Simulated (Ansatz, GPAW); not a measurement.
This is a calculation of Mg3ZnC for GPAW 26.7.0 (ASE script). The cell comes from a database or a generator and needn't be the stable form of this composition.

The input run.py:

```python
from ase import Atoms
from ase.dft.bandgap import bandgap
from ase.io import write
from ase.units import GPa
from gpaw import GPAW, PW

atoms = Atoms(['Zn', 'Mg', 'Mg', 'Mg', 'C'],
              cell=[[4.406931, 0.0, 0.0],
                    [0.0, 4.406931, 0.0],
                    [0.0, 0.0, 4.406931]],
              scaled_positions=[[0.0, 0.0, 0.0],
                                [0.5, 0.0, 0.5],
                                [0.5, 0.5, 0.0],
                                [0.0, 0.5, 0.5],
                                [0.5, 0.5, 0.5]],
              pbc=True)

calc = GPAW(mode=PW(800),
            xc='PBE',
            kpts={'size': (6, 6, 6), 'gamma': True},
            occupations={'name': 'fermi-dirac', 'width': 0.05},
            nbands=38,
            convergence={'density': 1e-05, 'energy': 1e-05},
            maxiter=150,
            txt='gpaw.txt')
atoms.calc = calc
energy = atoms.get_potential_energy()
forces = atoms.get_forces()
stress = atoms.get_stress()
calc.write('gs.gpw')
write('result.traj', atoms)
print(f'Energy: {energy:.6f} eV')
print('Forces (eV/A):')
print(forces.round(4))
print('Stress (GPa):', (stress / GPa).round(3))
print('Fermi level:', round(calc.get_fermi_level(), 4), 'eV')
print(f'Gap: {bandgap(calc)[0]:.4f} eV, direct: {bandgap(calc, direct=True)[0]:.4f} eV')
```

Potentials or basis: GPAW PAW data sets (gpaw-data 1.2.1), pw.

Command:

```bash
$ OMP_NUM_THREADS=1 python run.py
```

Task: What does the same run look like in Ansatz 0.2.0? Potentials or basis there: Ansatz PAW, cutoff 420 eV.

Result: As run (cutoffs and basis follow the program's own potentials, and thresholds, step limits or extra output files can differ):

The input input.yaml:

```yaml
crystal:
  lattice:
    - [4.406931, 0.0, 0.0]
    - [0.0, 4.406931, 0.0]
    - [0.0, 0.0, 4.406931]
  atoms:
    - { symbol: Zn, position: [0.0, 0.0, 0.0] }
    - { symbol: Mg, position: [0.5, 0.0, 0.5] }
    - { symbol: Mg, position: [0.5, 0.5, 0.0] }
    - { symbol: Mg, position: [0.0, 0.5, 0.5] }
    - { symbol: C, position: [0.5, 0.5, 0.5] }
hamiltonian:
  xc: pbe
  pseudopotentials: { kind: paw }
kpoints:
  mp_grid: { grid: [6, 6, 6] }
scf:
  occupations: { method: fermi_dirac, width: 0.05 }
output:
  forces: true
  stress: true
  eigenvalues: true
  write_density: true
  write_potential: true
  elf: true
  volumetric_format: npy
```

Potentials or basis: Ansatz PAW.

Run with:

```sh
$ ansatz run input.yaml --threads 2 --pin off --max-ram 5120MiB --backend cpu --events-out ev --progress --plain --runs-dir out
```

Both were run:

|  | GPAW | Ansatz |
| --- | --- | --- |
| Pressure | -0.3 GPa | -0.2 GPa |

Ansatz's pressure holds a Pulay term of +0.08 GPa for its cutoff of 420 eV, which the other run lacks.

Where Ansatz's input types no cutoff or centring, it takes its own default and a Γ-centred mesh.

Pressure is positive in compression.
